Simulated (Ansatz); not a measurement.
## Two inputs for LiH with an H vacancy

Cell: a supercell of LiH (rock salt type, Fm-3m) built from a computed structure from the Materials Project (it need not be an observed phase), with all atoms left at the host's positions.

```xyz
53
Lattice="0.0000 6.0259 6.0259 6.0259 0.0000 6.0259 6.0259 6.0259 0.0000" Properties=species:S:1:pos:R:3 pbc="T T T"
Li    0.0000    0.0000    0.0000
Li    2.0086    2.0086    0.0000
Li    4.0172    4.0172    0.0000
Li    2.0086    0.0000    2.0086
Li    4.0172    2.0086    2.0086
Li    6.0259    4.0172    2.0086
Li    4.0172    0.0000    4.0172
Li    6.0259    2.0086    4.0172
Li    8.0345    4.0172    4.0172
Li    0.0000    2.0086    2.0086
Li    2.0086    4.0172    2.0086
Li    4.0172    6.0259    2.0086
Li    2.0086    2.0086    4.0172
Li    4.0172    4.0172    4.0172
Li    6.0259    6.0259    4.0172
Li    4.0172    2.0086    6.0259
Li    6.0259    4.0172    6.0259
Li    8.0345    6.0259    6.0259
Li    0.0000    4.0172    4.0172
Li    2.0086    6.0259    4.0172
Li    4.0172    8.0345    4.0172
Li    2.0086    4.0172    6.0259
Li    4.0172    6.0259    6.0259
Li    6.0259    8.0345    6.0259
Li    4.0172    4.0172    8.0345
Li    6.0259    6.0259    8.0345
Li    8.0345    8.0345    8.0345
H     4.0172    4.0172    2.0086
H     6.0259    6.0259    2.0086
H     4.0172    2.0086    4.0172
H     6.0259    4.0172    4.0172
H     8.0345    6.0259    4.0172
H     6.0259    2.0086    6.0259
H     8.0345    4.0172    6.0259
H    10.0431    6.0259    6.0259
H     2.0086    4.0172    4.0172
H     4.0172    6.0259    4.0172
H     6.0259    8.0345    4.0172
H     4.0172    4.0172    6.0259
H     6.0259    6.0259    6.0259
H     8.0345    8.0345    6.0259
H     6.0259    4.0172    8.0345
H     8.0345    6.0259    8.0345
H    10.0431    8.0345    8.0345
H     2.0086    6.0259    6.0259
H     4.0172    8.0345    6.0259
H     6.0259   10.0431    6.0259
H     4.0172    6.0259    8.0345
H     6.0259    8.0345    8.0345
H     8.0345   10.0431    8.0345
H     6.0259    6.0259   10.0431
H     8.0345    8.0345   10.0431
H    10.0431   10.0431   10.0431
```

Sites (sets of like atoms) are named by element and the number of their first atom in this list.

Reference run. The numbers come from a DFT calculation in Ansatz (PBE, plane waves and PAW, scalar-relativistic, collinear spin, 420 eV cutoff, Γ-centred 3×3×3 k-points, Fermi–Dirac smearing 0.01 eV). Start moments as typed (μB): 0 0.5 0 0.5 0.5 0 0 0 0 0.5 0.5 0 0.5 0 0 0 0 0 0 0 0 0 0 0 0 0 0 0 0 0 0 0 0 0 0 0 0 0 0 0 0 0 0 0 0 0 0 0 0 0 0 0 0 by atom.

(1) The input is changed as follows: `scf.algorithm`: not typed → density_mixing; `scf.mixing.preconditioner`: not typed → local_kerker; `scf.occupations.width`: 0.01 → not typed; `scf.occupations.method`: fermi_dirac → tetrahedron. What happens to V_zz (10²¹ V/m²) and η?

Results:

(1) 

```tsv
site	atom	V_zz reference	η reference	V_zz changed	η changed
Li2	2	0.021	0.00	0.021	0.00
```

All printed values agree. Sites with |V_zz| of 0.02 or less aren't listed. The gap of 1.1 eV is far wider than the smearing, so the levels stay full or empty whatever the smearing's form; with a small gap this would fail. SCF iterations: 12 and 12. New warnings: band table not solved further, stability check not made, tetrahedron derivatives may miss energy slope.

On the reference run: The defect repeats with the cell of 53 atoms, so it feels its images: sites between two images don't show the values beside a lone defect, and zeros or small values of η there can come from the images' arrangement. The neighbours have not yet relaxed around the defect (largest force 0.24 eV/Å), so a real crystal will differ.
